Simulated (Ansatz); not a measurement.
Question: LaN (zinc blende, F-43m) is relaxed with the program Ansatz at the PBE level (PAW). What lattice parameters of the conventional cell result?

Answer: a = 5.613 Å.

Question: Is it a metal or does it have a gap at this level?

Answer: A gap of 1.17 eV, indirect.

The start of the workflow was typed in or built on a structure type; neither database checked (COD, Materials Project) lists it. COD files the formula under space group No. 225, so this cell is another polymorph or a model. Whether it is the stable phase at ambient conditions was not checked. Symmetry was held in the PBE relaxation; its stability against distortions is not shown here. Scalar-relativistic: spin–orbit coupling is off unless named, which matters more the heavier the elements.

Potentials: the earlier of the program's two PAW sets.
